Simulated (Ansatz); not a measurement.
SiB (wurtzite, P6_3mc) under volume change, the program Ansatz at the r²SCAN level (PAW), shape and atoms relaxed at each volume.

```csv
V (Å³/atom),E − E(relaxed) (meV/atom),P (GPa)
11.581,45.9,14.04
11.963,19.1,8.59
12.345,4.5,3.84
12.727,0.0,0.00
13.108,4.3,-3.51
13.490,16.4,-6.60
13.872,35.5,-9.33
```

**Question.** What does a third-order Birch–Murnaghan fit give for V₀, B₀ and B′?

**Answer.** V₀ = 12.72 Å³/atom, B₀ = 126 GPa, B′ = 3.7.

The workflow started from a Materials Project entry (that database holds measured and hypothetical structures alike); the Crystallography Open Database copy checked does not list it. Whether it is the stable phase at ambient conditions was not checked. The r²SCAN relaxation kept the symmetry of its start. At this level the phase is mechanically unstable. Its formation energy is positive at this level, so the cell may be metastable or incomplete.

Potentials: the later of the program's two PAW sets.
